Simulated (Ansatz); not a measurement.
LiCl:
```cif
data_Cl2Li2
_chemical_formula_sum 'Li2 Cl2'
_space_group_name_H-M_alt 'P63mc'
_space_group_IT_number 186
_space_group_name_Hall 'P 6c -2c'
_cell_length_a 3.89452
_cell_length_b 3.89452
_cell_length_c 6.22775
_cell_angle_alpha 90.000
_cell_angle_beta 90.000
_cell_angle_gamma 120.000
loop_
_atom_site_label
_atom_site_type_symbol
_atom_site_symmetry_multiplicity
_atom_site_Wyckoff_symbol
_atom_site_fract_x
_atom_site_fract_y
_atom_site_fract_z
_atom_site_occupancy
Li1 Li 2 b 0.33333 0.66667 0.37807 1
Cl1 Cl 2 b 0.66667 0.33333 0.49693 1
```

Relaxed with r²SCAN.

Which orbitals make up the states near the band edges in plane-wave PAW r²SCAN (Ansatz code)?

Top 1 eV of the valence band: Cl 3p 98 %. Bottom 1 eV of the conduction band: Li 2s 67 %, Cl 3s 20 %, Cl 3p 5 %, outside the projected shells 7 %. Projections are on Löwdin-orthogonalised atomic valence shells; empty p or d shells of many metals are not among them.

Tabulate the density of states.

States/eV per cell of 4 atoms, in 0.25 eV bins, energy from the valence-band maximum.

```
E (eV)  total  Cl 3p  Li 2s  Cl 3s
------  -----  -----  -----  -----
-7.85    0.00   0.00   0.00   0.00
-7.60    0.00   0.00   0.00   0.00
-7.35    0.00   0.00   0.00   0.00
-7.10    0.00   0.00   0.00   0.00
-6.85    0.00   0.00   0.00   0.00
-6.60    0.00   0.00   0.00   0.00
-6.35    0.00   0.00   0.00   0.00
-6.10    0.00   0.00   0.00   0.00
-5.85    0.00   0.00   0.00   0.00
-5.60    0.00   0.00   0.00   0.00
-5.35    0.00   0.00   0.00   0.00
-5.10    0.00   0.00   0.00   0.00
-4.85    0.00   0.00   0.00   0.00
-4.60    0.00   0.00   0.00   0.00
-4.35    0.00   0.00   0.00   0.00
-4.10    0.00   0.00   0.00   0.00
-3.85    0.00   0.00   0.00   0.00
-3.60    0.00   0.00   0.00   0.00
-3.35    0.00   0.00   0.00   0.00
-3.10    0.00   0.00   0.00   0.00
-2.85    0.00   0.00   0.00   0.00
-2.60    0.00   0.00   0.00   0.00
-2.35    0.00   0.00   0.00   0.00
-2.10    0.24   0.22   0.01   0.00
-1.85    5.69   5.28   0.35   0.01
-1.60    5.39   4.94   0.37   0.03
-1.35    3.75   3.48   0.21   0.03
-1.10    5.61   5.36   0.17   0.02
-0.85    7.36   7.17   0.10   0.01
-0.60    9.07   8.92   0.05   0.01
-0.35    9.21   9.12   0.01   0.00
-0.10    1.68   1.67   0.00   0.00
0.15     0.00   0.00   0.00   0.00
0.40     0.00   0.00   0.00   0.00
0.65     0.00   0.00   0.00   0.00
0.90     0.00   0.00   0.00   0.00
1.15     0.00   0.00   0.00   0.00
1.40     0.00   0.00   0.00   0.00
1.65     0.00   0.00   0.00   0.00
1.90     0.00   0.00   0.00   0.00
2.15     0.00   0.00   0.00   0.00
2.40     0.00   0.00   0.00   0.00
2.65     0.00   0.00   0.00   0.00
2.90     0.00   0.00   0.00   0.00
3.15     0.00   0.00   0.00   0.00
3.40     0.00   0.00   0.00   0.00
3.65     0.00   0.00   0.00   0.00
3.90     0.00   0.00   0.00   0.00
4.15     0.00   0.00   0.00   0.00
4.40     0.00   0.00   0.00   0.00
4.65     0.00   0.00   0.00   0.00
4.90     0.00   0.00   0.00   0.00
5.15     0.00   0.00   0.00   0.00
5.40     0.00   0.00   0.00   0.00
5.65     0.00   0.00   0.00   0.00
5.90     0.00   0.00   0.00   0.00
6.15     0.00   0.00   0.00   0.00
6.40     0.00   0.00   0.00   0.00
6.65     0.00   0.00   0.00   0.00
6.90     0.09   0.00   0.07   0.02
7.15     0.19   0.01   0.13   0.04
7.40     0.30   0.02   0.20   0.06
7.65     0.45   0.03   0.29   0.08
7.90     1.04   0.06   0.54   0.11
8.15     2.65   0.10   0.95   0.14
8.40     3.27   0.08   0.72   0.08
8.65     2.89   0.07   0.64   0.06
8.90     2.02   0.04   0.42   0.03
9.15     1.62   0.04   0.38   0.03
9.40     0.99   0.02   0.22   0.01
9.65     0.50   0.01   0.08   0.01
9.90     1.25   0.03   0.28   0.03
10.15    3.21   0.06   0.53   0.05
10.40    4.00   0.06   0.39   0.03
10.65    4.01   0.05   0.34   0.02
10.90    2.63   0.04   0.37   0.01
```

Space group P6_3mc (wurtzite). The workflow started from a Materials Project entry (that database holds measured and hypothetical structures alike); the Crystallography Open Database copy checked does not list it. It is not the phase usual at ambient conditions (space group No. 225). The r²SCAN relaxation kept the symmetry of its start; of distortions, only those at the zone centre were tested.

Potentials: the later of the program's two PAW sets.
